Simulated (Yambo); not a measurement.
A G0W0@LDA run in Yambo for CaCd$_{2}$As$_{2}$ (space group P-3m1, No. 164) (3×3×2 Γ-centred k mesh, bands 10 to 192 and a 7 Ry block in the screening, 192 bands in G with the Bruneval-Gonze terminator, plasmon pole fitted at 27.2 eV) gives these matrix elements, in eV, at the band edges (Γ → Γ):

```json
[
 {"state": "valence edge", "E0": "0.000", "<Vxc>": "-13.994", "<Σx>": "-16.158", "<Σc(E0)>": "1.433", "Z": "0.796"},
 {"state": "conduction edge", "E0": "0.065", "<Vxc>": "-12.188", "<Σx>": "-8.216", "<Σc(E0)>": "-3.629", "Z": "0.805"}
]
```

Question: Solve the linearised quasiparticle equation for both states, give the gap, and say how exchange and correlation each act on it.

Answer: E = E0 + Z(Σx + Σc − Vxc). Valence: 0.000 + 0.796 × (-16.158 + (1.433) − (-13.994)) = -0.58 eV. Conduction: 0.065 + 0.805 × (-8.216 + (-3.629) − (-12.188)) = 0.34 eV. The gap is 0.92 eV, against 0.07 eV in LDA. Replacing Vxc by bare exchange alone would open it by 6.14 eV; correlation takes back 5.06 eV of that, and Z scales what is left. Nearest settings tried, and what they do to the gap: 154 bands in W, 154 bands in G: +12 meV; 6 Ry block (209 vectors against 263): -11 meV; 3×3×1 mesh: -67 meV. So the settings aren't converged at that level. The k mesh is coarse. Spin-orbit splittings are left out.

The standard potential for As keeps a d shell in the valence without the s and p states of that shell. In tests on such compounds this moved G0W0 gaps by up to about 0.9 eV, so absolute quasiparticle energies here are unreliable; differences between settings are what counts.

Geometry of the Materials Project entry, not relaxed at this level; primitive cell a = b = 4.4139 Å, c = 7.2061 Å, α = β = 90.00°, γ = 120.00°.
